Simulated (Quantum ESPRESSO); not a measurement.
Space group Pm-3m (No. 221); a = 3.7688 Å, b = 3.7688 Å, c = 3.7688 Å, α = 90.00°, β = 90.00°, γ = 90.00°

```csv
atom,site,symmetry,x,y,z
O,3d,4/mm.m,0.0000,0.0000,0.5000
W,1a,m-3m,0.0000,0.0000,0.0000
```

Cell and atoms were relaxed with LDA from Materials Project entry mp-19390, within its symmetry.

**Question.** What does LDA (Quantum ESPRESSO, PseudoDojo norm-conserving, 84 Ry, no spin-orbit coupling) give for the electronic structure near the Fermi level?

**Answer.** The LDA gap is indirect, 0.58 eV, from R to Γ; the smallest direct gap is 1.66 eV. Another valence extremum on the path lies within 0.02 eV, too close to call. Spin-orbit coupling is left out, which matters for elements this heavy: edges can move by tenths of an eV. The cell is held in this high symmetry; tilts and polar distortions were not searched.

The structure is a Materials Project entry; no match was found in the copy of COD used, and its stability was not checked.
